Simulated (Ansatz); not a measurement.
## YbSi$_{2}$C$_{2}$, a known structure type with other elements, at an estimated volume

```
C Si Yb
1.0
     5.86663    0.00000    0.00000
     0.00000    5.86663    0.00000
     0.00000    0.00000    3.93168
C Si Yb
4 4 2
Direct
  0.16260 0.66260 0.50000
  0.33740 0.16260 0.50000
  0.83740 0.33740 0.50000
  0.66260 0.83740 0.50000
  0.36220 0.86220 0.50000
  0.13780 0.36220 0.50000
  0.63780 0.13780 0.50000
  0.86220 0.63780 0.50000
  0.00000 0.00000 0.00000
  0.50000 0.50000 0.00000
```

The numbers come from plane-wave PAW DFT (Ansatz): r2SCAN, no spin polarisation, 500 eV, 4×4×6 Γ-centred k points, gaussian occupations (width 0.0816 eV). Nothing was relaxed.

Task: Metal or insulator?

Result: It is a metal, with about 1.6 states/eV a cell as the mean within 0.25 eV of the Fermi level, mostly Yb d (29 %), Si p (23 %) and Yb f (13 %).

Task: How is the charge shared?

Result: Bader charges in e: Yb +1.31, Si +2.37, C -3.03. In the mean Si gives up most and C takes most.

Task: Which atom feels the largest force, and which way?

Result: The largest is on C3 (and as large on other atoms): 1.62 eV/Å, components (1.15, 1.15, 0.00). It makes 180° with the line to a nearest neighbour, Si7 at 1.66 Å, pointing away from it.

Task: Is the cell too large or too small?

Result: The pressure is 18.7 GPa (compression positive), so with the atoms held at these fractions the cell would first expand; the forces are large, so a full relaxation may end otherwise. The principal stresses -3.8, 29.9, 29.9 GPa differ, so its shape would change too.

Origin: a known structure type with other elements, at an estimated volume, so it need not be a known compound. Caveats: no spin polarisation, so a magnetic state may lie lower; atoms or cell far from equilibrium; f levels without a U or exact exchange are poorly placed.
